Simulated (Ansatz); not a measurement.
ZnAg (CsCl type)

```yaml
crystal:
  lattice:
    - [6.15371, 0.00000, 0.00000]
    - [0.00000, 3.07686, 0.00000]
    - [0.00000, 0.00000, 3.07686]
  atoms:
    - { symbol: Zn, position: [0.25000, 0.50000, 0.50000] }
    - { symbol: Zn, position: [0.75000, 0.50000, 0.50000] }
    - { symbol: Ag, position: [0.00000, 0.00000, 0.00000] }
    - { symbol: Ag, position: [0.50000, 0.00000, 0.00000] }
```

A phonon eigenvector at X = (0.5, 0.0, 0.0) is frozen into this cell: atom i moves by Q times the vector below, so Q is the largest atomic displacement, in Å. The cell is held. (q is in reciprocal vectors of the primitive cell; the cell shown is doubled to hold the pattern.)

| atom | x | y | z |
|---|---|---|---|
| Ag3 | -1.000 | 0.000 | 0.000 |
| Ag4 | 1.000 | 0.000 | 0.000 |

Atoms not listed stay in place.

The numbers are results of LDA (plane waves to 420 eV, PAW, scalar-relativistic; Ansatz, an electronic-structure program), not measurements. k mesh 8×15×15 (Γ-centred), Fermi-Dirac smearing 0.05 eV. With partly filled bands, energies and forces of such displacements shift with the k mesh and the smearing. ZnAg was relaxed with its symmetry unable to fall.

At one point of the scan the forces (eV/Å) are:

| atom | Fx | Fy | Fz |
|---|---|---|---|
| Zn1 | 0.000 | 0.000 | 0.000 |
| Zn2 | 0.000 | 0.000 | 0.000 |
| Ag3 | 0.755 | 0.000 | 0.000 |
| Ag4 | -0.755 | 0.000 | 0.000 |

Problem. Which point is it?
A) Q = 0.067 Å
B) Q = 0.017 Å
C) Q = 0.050 Å
D) Q = 0.100 Å

Solution. D, Q = 0.100 Å

(For displaced atoms, the force is minus the slope of the energy, and its curvature is a force constant, which sets phonon frequencies.)
